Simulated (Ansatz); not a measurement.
SiNF in space group P3m1 (No. 156; Si on 1a, N on 1c, F on 1a) at seven volumes, the program Ansatz at the PBE+D3(BJ) level (PAW), shape and atoms relaxed at each. One row is withheld.

```tsv
V (Å³/atom)	P (GPa)
10.611	5.55
10.961	3.00
11.311	1.20
11.660	0.00
12.010	-0.84
12.360	-1.33
12.710	?
```

**Question.** Fit the shown pressures and predict the withheld one.

**Answer.** Third-order Birch–Murnaghan: P = (3/2)B₀(x^(7/2) − x^(5/2))[1 + (3/4)(B′ − 4)(x − 1)] with x = (V₀/V)^(2/3). Least squares on the six rows gives V₀ = 11.650 Å³/atom, B₀ = 34.14 GPa, B′ = 13.15. At V = 12.710, x = 0.9436 and P = -1.53 GPa. The run itself gave -1.58 GPa.

The start of the workflow was typed in or built on a structure type; neither database checked (COD, Materials Project) lists it. Whether it is the stable phase at ambient conditions was not checked. The PBE+D3(BJ) relaxation kept the symmetry of its start; its stability against distortions is not shown here. The volume moved by -24 % from the start of the relaxation.

Potentials: the earlier of the program's two PAW sets.
